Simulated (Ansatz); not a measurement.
From the elastic tensor of In$_{3}$GaAs$_{4}$ to moduli and sound speeds

All numbers below come from DFT PBE, scalar-relativistic, plane waves, PAW (Ansatz 0.2.0). Cutoff 420 eV, 6×6×6 k-points (Γ-centred), Fermi-Dirac smearing of 0.15 eV. No spin polarisation.

Space group P-43m (No. 215), cubic, a = 6.078 Å. In is surrounded by 4 As at 2.67 Å; Ga is surrounded by 4 As at 2.53 Å; As has 1 Ga at 2.53 Å and 3 In at 2.67 Å.

The structure comes from a generated guess, relaxed at this level; another structure or a mixture of phases may lie lower. In a metal, frequencies and elastic constants depend on the k mesh and the smearing, soft modes and shear constants most.

Relaxed-ion constants (GPa, on the Cartesian axes of the calculation):
```
75.6 38.2 38.2  0.0  0.0  0.0
38.2 75.6 38.2  0.0  0.0  0.0
38.2 38.2 75.6  0.0  0.0  0.0
 0.0  0.0  0.0 35.9  0.0  0.0
 0.0  0.0  0.0  0.0 35.9  0.0
 0.0  0.0  0.0  0.0  0.0 35.9
```

Density 5.280 g/cm³; 8 atoms in 224.51 Å³.

With S = C⁻¹: B_V = (C11+C22+C33+2(C12+C13+C23))/9, G_V = (C11+C22+C33−C12−C13−C23+3(C44+C55+C66))/15, 1/B_R = S11+S22+S33+2(S12+S13+S23), 15/G_R = 4(S11+S22+S33−S12−S13−S23)+3(S44+S55+S66); Hill is their mean. Then v_l = √((B+4G/3)/ρ), v_t = √(G/ρ), v_m = [(2/v_t³+1/v_l³)/3]^(−1/3) and Θ = (ħ/k_B)·v_m·(6π²n/V)^(1/3) for n atoms in the volume V; E = 9BG/(3B+G), ν = (3B−2G)/(2(3B+G)) and A^U = 5G_V/G_R + B_V/B_R − 6.

- Bulk modulus, Voigt / Reuss / Hill: 50.7 / 50.7 / 50.7 GPa
- Shear modulus, Voigt / Reuss / Hill: 29.0 / 26.3 / 27.6 GPa
- Young's modulus: 70 GPa
- Poisson ratio: 0.269
- Pugh ratio B/G: 1.83 (over 1.75, the rule of thumb for ductile)
- Universal anisotropy index: 0.53
- Longitudinal and transverse sound speeds: 4072 and 2288 m/s
- Debye temperature from the mean sound speed: 249 K
